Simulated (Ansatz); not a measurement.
Here is the system:

SnSe:
```yaml
crystal:
  lattice:
    - [4.28927, 0.00000, 0.00000]
    - [-2.14463, 3.71462, 0.00000]
    - [0.00000, 0.00000, 10.48969]
  atoms:
    - { symbol: Sn, position: [0.00000, 0.33343, 0.66667] }
    - { symbol: Sn, position: [0.66657, 0.66657, 0.00000] }
    - { symbol: Sn, position: [0.33343, 0.00000, 0.33333] }
    - { symbol: Se, position: [0.00000, 0.33334, 0.16667] }
    - { symbol: Se, position: [0.66666, 0.66666, 0.50000] }
    - { symbol: Se, position: [0.33334, 0.00000, 0.83333] }
```

This is the PBE-relaxed structure.

### Question
All from DFT-PBE in the program Ansatz with PAW potentials, unless another level is named. Estimate the electronic character.

### Answer
no gap, with almost no states at the Fermi level (zero-gap or semimetallic).

### Question
What about the formation energy from the elements (no fitted shifts)?

### Answer
-0.43 eV/atom.

Space group Fm-3m (rock salt). The start of the workflow was typed in or built on a structure type; the Crystallography Open Database files this formula in space group No. 225, but the cells were not matched. It is not the phase usual at ambient conditions (space group No. 62). The cell was relaxed with PBE under the symmetry of its start; its stability against distortions is not shown here. The references are the lowest solids computed at this level, not always the standard phases. Scalar-relativistic: spin–orbit coupling is off unless named, which matters more the heavier the elements.

Potentials: the later of the program's two PAW sets.
